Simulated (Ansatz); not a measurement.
**Profile along the I–Ag line in AgI (zinc blende)**

AgI (zinc blende)

Space group F-43m (No. 216); a = b = c = 6.628 Å, α = β = γ = 90.00°

```
atom  site  symmetry       x       y       z
----  ----  --------  ------  ------  ------
I       4c      -43m  0.2500  0.2500  0.2500
Ag      4a      -43m  0.0000  0.0000  0.0000
```
(The calculation used a cell of 2 atoms; values per cell refer to that cell.)

Fields along a shortest I–Ag line of a {110} plane (2.87 Å), from I to Ag, interpolated on the slice's grid (step about 0.2 Å). Method: PBE (plane waves to 420 eV, PAW, scalar-relativistic; Ansatz, a first-principles code). k mesh 9×9×9. Inside the PAW spheres the values are not all-electron values, and peaks at nuclei hang on which shells count as valence. AgI was relaxed with its symmetry unable to fall. Spin-orbit coupling is left out, though I is heavy.

| distance from I (Å) | valence electron density (e/Å³) | electron localisation function |
|---|---|---|
| 0.00 | 18.52 | x |
| 0.14 | 17.93 | x |
| 0.29 | 14.54 | x |
| 0.43 | 9.60 | x |
| 0.57 | 4.54 | 0.42 |
| 0.72 | 1.81 | 0.56 |
| 0.86 | 0.99 | 0.63 |
| 1.00 | 0.71 | 0.67 |
| 1.15 | 0.51 | 0.68 |
| 1.29 | 0.38 | 0.58 |
| 1.44 | 0.30 | 0.36 |
| 1.58 | 0.29 | 0.18 |
| 1.72 | 0.37 | 0.15 |
| 1.87 | 0.62 | 0.22 |
| 2.01 | 1.36 | 0.35 |
| 2.15 | 3.25 | 0.48 |
| 2.30 | 6.54 | 0.58 |
| 2.44 | 10.97 | x |
| 2.58 | 15.77 | x |
| 2.73 | 19.61 | x |
| 2.87 | 21.12 | x |

x: too close to a nucleus for the ELF to mean much.

Density on the I–Ag line (2.87 Å) at its density minimum, 1.5 Å from I: 0.29 e/Å³. ELF at that point: 0.3. ELF maximum in the middle third of the I–Ag line: 0.68, 1.1 Å from I.
